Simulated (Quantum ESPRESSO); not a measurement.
# Planted mistakes on one cell of BSi2O5F

Calculated results; nothing here was measured. They come from pw.x of Quantum ESPRESSO 7.5, a plane-wave density functional program, with PseudoDojo standard norm-conserving files (v0.5 for PBE, v0.4.1 for LDA and PBEsol). The cells are made up: elements, strain and atom displacements were drawn at random, and nothing was relaxed. There is no spin polarisation, spin-orbit coupling or dispersion term.

The cell has 9 sites of a quartz lattice. Sites 1 to 3 hold B Si Si; sites 4 to 9 hold O O F O O O. Cell vectors in Å: (5.141, 0.020, -0.041); (-2.553, 4.309, -0.007); (-0.045, -0.035, 5.650). Settings: PBE, cutoff 1143 eV, 5 x 5 x 4 k mesh shifted by half a step, Fermi-Dirac smearing of 0.025 eV.

The intended run has a self-consistency threshold of 1e-07 eV, a smearing term of 0.000 eV, a pressure of -6.03 GPa and 12 iterations. Each further run changes one thing: atoms of sites 6 and 7 exchanged; cutoff 766 eV; one electron added; smearing 0.65 eV; threshold 0.4 eV. A coarse mesh keeps the shift, and a charged cell sits in a uniform background.

```
run,change of free energy (eV),smearing term -TS (eV),change of P (GPa),largest change of a force component (eV/Å),iterations
A,1.511,0.000,-12.29,0.039,11
B,0.065,0.000,3.87,0.203,4
C,-0.167,-0.765,1.31,0.364,11
D,5.739,-0.007,20.04,2.434,13
E,-0.047,0.000,-0.92,8.313,12
```

A rerun of the intended cell at 1437 eV and k mesh 7 x 7 x 6 moved values by no more than 0.002 eV in the cell's energy, 0.03 GPa in stress and 0.002 eV/Å in force.

Question: which change belongs to which run?

## Worked reading

Run B has the fewest iterations, as a run stopped early does. Run C has the largest smearing term, as wide smearing gives. Run A has a higher energy and the largest fall in pressure, as too small a basis gives. Energies from files of another functional, or of a charged cell, have another zero and say nothing on stability; the pressure of a charged cell rests on the program's zero of potential too.

## Key

```
run                            change
  A                     cutoff 766 eV
  B                  threshold 0.4 eV
  C                  smearing 0.65 eV
  D                one electron added
  E  atoms of sites 6 and 7 exchanged
```